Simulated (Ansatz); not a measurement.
**Is this Ca5Ta structure a true minimum?**

The cell was found from a structure generator's guess, not taken from experiment.

These are results of DFT PBE, scalar-relativistic, plane waves, PAW in Ansatz, not measurements. Settings: cutoff 420 eV, Γ-centred mesh 8×8×1 on the computed 6-atom cell, Gaussian smearing of 0.10 eV; no spin polarisation.

The cell below (6 atoms, layer group p4/mmm (No. 61)) is relaxed within its symmetry. Only a and b repeat, and vacuum parts the sheet from its images along c.

```yaml
crystal:
  periodic: [true, true, false]
  lattice:
    - [5.22029, 0.00000, 0.00000]
    - [0.00000, 5.22029, 0.00000]
    - [0.00000, 0.00000, 32.58366]
  atoms:
    - { symbol: Ca, position: [0.00000, 0.50000, 0.32802] }
    - { symbol: Ca, position: [0.50000, 0.00000, 0.32802] }
    - { symbol: Ca, position: [0.00000, 0.50000, 0.19371] }
    - { symbol: Ca, position: [0.50000, 0.00000, 0.19371] }
    - { symbol: Ca, position: [0.00000, 0.00000, 0.26087] }
    - { symbol: Ta, position: [0.50000, 0.50000, 0.26087] }
```

For the test a repeat of it with 12 atoms (edges 10.44, 5.22 Å) was strained at random (σ = 1.5 % a component), the atoms were moved at random (σ = 0.15 Å), and all was relaxed again on a coarse 2×4×1 mesh (in the run’s order of axes) with 0.20 eV smearing, with no symmetry imposed.

Spin–orbit coupling, which can matter for Ta, is left out. The cell is a metal run without spin; a magnetic state may lie lower.

Question: Does it come back?

Answer: It returns, within 1 meV/atom of the unmoved cell on that mesh and with the same symmetry when read at 0.1 Å (Pmmm at 0.01 Å, so small strains and shifts remain). So it is stable against the distortions that fit this cell and that this random move excites. Modes that don't fit the cell aren't tested.
